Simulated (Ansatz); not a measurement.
The start is a generated cell, Y built in the beta-Sn structure type. A full variable-cell relaxation at zero pressure is run with r2SCAN (plane waves to 500 eV, PAW, scalar-relativistic; Ansatz, a quantum-chemistry and plane-wave program). First-step values are on the input's coarse k-mesh.

Ansatz input (later rounds restart from its end on a renewed k-mesh):
Ansatz 0.2 input:
```yaml
crystal:
  lattice:
    - [-3.169156, 3.169156, 1.729129]
    - [3.169156, -3.169156, 1.729129]
    - [3.169156, 3.169156, -1.729129]
  atoms:
    - { symbol: Y, position: [0.75, 0.25, 0.5] }
    - { symbol: Y, position: [0, 0, 0] }
basis: { ecutwfc: 500, ecutrho_ratio: 4, xc_grid: 4, fft_grid_basis: typed }
kpoints: { mp_grid: { grid: [11, 11, 11] } }
hamiltonian:
  xc: r2scan
  dispersion: none
  pseudopotentials: { kind: paw }
scf: { occupations: { method: fermi_dirac, width: 0.05 } }
relax: { f_tol: 0.01, max_steps: 100, cell: { stress_tol: 0.02 } }
output: { forces: true, stress: true }
```

* **Outcome**: The space group stays I4₁/amd (No. 141) (the run could not lower it); the end is AFLOW prototype A_tI4_141_a (A5, as in Sn), with 2 atoms in the primitive cell
* **Energy released**: 0.01 eV/atom
* **Volume change**: -5.6 %, from 34.73 to 32.79 Å³/atom
* **Shortest distances (start → end)**: The closest pairs of elements (up to four, under 3.6 Å), start → end: Y–Y 3.28 → 3.21 Å
* **Band gap at the end**: no gap (metallic)
* **Optimiser moves**: 4

It ends as:

```cif
data_Y4
_chemical_formula_sum 'Y4'
_space_group_name_H-M_alt 'I41/amd :1'
_space_group_IT_number 141
_space_group_name_Hall 'I 4bw 2bw -1bw'
_cell_length_a 6.17913
_cell_length_b 6.17913
_cell_length_c 3.43525
_cell_angle_alpha 90.000
_cell_angle_beta 90.000
_cell_angle_gamma 90.000
loop_
_atom_site_label
_atom_site_type_symbol
_atom_site_symmetry_multiplicity
_atom_site_Wyckoff_symbol
_atom_site_fract_x
_atom_site_fract_y
_atom_site_fract_z
_atom_site_occupancy
Y1 Y 4 a 0.00000 0.00000 0.00000 1
```
(The calculation used a cell of 2 atoms; values per cell refer to that cell.)

Final values are on a 15×15×15 k-mesh of the relaxed cell. No spin polarisation in the result.

The run could not lower the symmetry of its start; a shaken copy of this end point relaxes with r2SCAN to I4/mmm (No. 139) at a tolerance of 0.01 Å, Fm-3m (No. 225) at 0.1 Å, 0.38 eV/atom lower.

The relaxed structure here is a generated cell of Y: the first start was made by placing the elements on the sites of a structure type, and the end was not matched to a known phase here, so it may be hypothetical. Known forms of Y include space group No. 194.
